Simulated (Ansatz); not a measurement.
With the program Ansatz at the PBE level (PAW), Hf₂GeB₂ in the hexagonal phase (P-6m2; Hf on 2h, Ge on 1a, B on 1b, B on 1f) relaxes to a = 3.176 Å, c = 7.789 Å. Against the elements it lies at -0.81 eV/atom, with no fitted shifts.

Electronic character: metallic (no gap).

The bulk modulus is 171 GPa.

The start of the workflow was typed in or built on a structure type; neither database checked (COD, Materials Project) lists it. Its standing as an ambient phase is unchecked. Symmetry was held in the PBE relaxation; whether a distortion lowers the energy is not shown. The run is not spin-polarised. The references are the lowest solids computed at this level, not always the standard phases. Spin–orbit coupling is left out wherever it is not named.

Potentials: the earlier of the program's two PAW sets.
